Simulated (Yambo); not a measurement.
BSE-type run in Yambo on CuCl (zinc blende, space group F-43m, No. 216) under isotropic strain of +1 % on all lattice vectors, at zero momentum.

Quantum ESPRESSO step (PBEsol, PseudoDojo standard norm-conserving files, scalar-relativistic):
```
&CONTROL
  calculation = 'nscf'
  pseudo_dir = './pseudo'
  outdir = './out'
/
&SYSTEM
  ibrav = 0
  nat = 2
  ntyp = 2
  ecutwfc = 92.0
  ecutrho = 368.0
  occupations = 'fixed'
  force_symmorphic = .true.
  nbnd = 31
/
&ELECTRONS
  conv_thr = 2e-09
  diago_full_acc = .true.
  diago_thr_init = 1e-08
/
ATOMIC_SPECIES
Cl 35.4500 Cl.upf
Cu 63.5460 Cu.upf
CELL_PARAMETERS angstrom
  1.888419458675   1.090438513093   3.084226835552
 -1.888833421231   1.090360192872   3.084001026673
 -0.000139154001  -2.180797603379   3.084114324990
ATOMIC_POSITIONS crystal
Cl   0.000000000000   0.000000000000   0.000000000000
Cu   0.250000000000   0.250000000000   0.250000000000
K_POINTS automatic
8 8 8 0 0 0
```

Yambo input:
```
rim_cut
optics
bse
bss
dipoles
em1s
RandQpts= 1000000
RandGvec= 1 Ry
FFTGvecs= 40 Ry
Chimod= "HARTREE"
BSKmod= "SEX"
BSEmod= "resonant"
BSSmod= "hs"
BSENGexx= 15 Ry
BSENGBlk= 4 Ry
% KfnQP_E
 1.097 | 1.0 | 1.0 |
%
% BSEQptR
 1 | 1 |
%
% BSEBands
 9 | 14 |
%
% BEnRange
 0.0 | 7.6 | eV
%
% BDmRange
 0.15 | 0.15 | eV
%
BEnSteps= 152
% BLongDir
 1.0 | 0.0 | 0.0 |
%
BSHayTrs= -0.02
BSSNEig= 24
WRbsWF
% BndsRnXs
 5 | 27 |
%
NGsBlkXs= 4 Ry
% LongDrXs
 1.0 | 1.0 | 1.0 |
%
```

From the report:

The dimension is k points × valence × conduction bands = 512 × 5 × 1 = 2560.
```
   [SLEPC] Approach                          : Krylov-Schur
   [SLEPC] Number of requested eigenvalues   :  24
   [SLEPC] Number of eigenvalues        [NEV]:  24
    [K] Dimension                                    :  2560
    [K] Bands                                        :   9  14
    [K] Exchange res                                 : yes
    [K] Correlation res                              : yes
    [K] W interaction is bare                        : no
    [K] RL vectors exchange                          :  283
    [K] RL vectors correlation                       :   51
    [W] Matrix size                                  :   51
    [W] Bands                                        :   5  27
    [W] Coulomb Cutoff                               : none
    [W] Hxc Kernel                                   : HARTREE
```

Geometry strained from the cell relaxed with PBEsol, atoms relaxed again.
